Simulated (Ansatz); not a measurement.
PbS:
```xyz
2
Lattice="0.0000 2.9871 2.9871 2.9871 0.0000 2.9871 2.9871 2.9871 0.0000" Properties=species:S:1:pos:R:3 pbc="T T T"
Pb     0.0000     0.0000     0.0000
S      2.9871     2.9871     2.9871
```

This is the r²SCAN-relaxed structure.

**Question.** All from plane-wave PAW r²SCAN (Ansatz code), unless another level is named. Predict the Debye temperature from the elastic constants.

**Answer.** 231 K.

**Question.** Give the elastic constants (relaxed ions, GPa).

**Answer.** C11 = 138, C12 = 17.6, C44 = 20.6.

Space group Fm-3m (rock salt). The cell was relaxed with r²SCAN under the symmetry of its start. Spin–orbit coupling is left out wherever it is not named.

Potentials: the later of the program's two PAW sets.
